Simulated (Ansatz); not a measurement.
How the vibrations of Rh change with volume

Theory: Ansatz, DFT LDA, scalar-relativistic, plane waves, PAW. Plane waves to 420 eV; Γ-centred k mesh 18×18×10; Fermi-Dirac smearing of 0.15 eV. No spin polarisation. Phonons by linear response, acoustic sum rule imposed.

The cell, relaxed at this level:
```cif
data_structure
_symmetry_space_group_name_H-M 'P 1'
_symmetry_Int_Tables_number 1
_cell_length_a 2.6723
_cell_length_b 2.6723
_cell_length_c 4.3062
_cell_angle_alpha 90.000
_cell_angle_beta 90.000
_cell_angle_gamma 120.000
_cell_volume 26.63
loop_
_atom_site_label
_atom_site_type_symbol
_atom_site_fract_x
_atom_site_fract_y
_atom_site_fract_z
_atom_site_occupancy
Rh1 Rh 0.66667 0.33333 0.75000 1
Rh2 Rh 0.33333 0.66667 0.25000 1
```

In a metal, frequencies depend on the k mesh and the smearing, soft modes most.

Cells at 0.98 and 1.02 times the equilibrium volume were relaxed in shape and atoms; γ = −d ln ν / d ln V, modes matched by rank.

Question: Give the optical frequencies at Γ (cm⁻¹) at the three volumes and the mode Grüneisen parameters.

Answer:
| 0.98 V | V | 1.02 V | γ | degeneracy |
| --- | --- | --- | --- | --- |
| 162 | 156 | 151 | 1.72 | 2 |
| 271 | 257 | 244 | 2.68 | 1 |

Question: What pressures hold the two strained cells, and what bulk modulus follows?

Answer: 6.57 GPa at 0.98 V and -5.81 GPa at 1.02 V, so B = −dP/d ln V ≈ 309 GPa.

This form isn't the element's structure at ambient conditions.

Cost: 6 runs of about 2.5 core-minutes in all, on Intel Xeon 6975P-C (Granite Rapids) (shared hosts).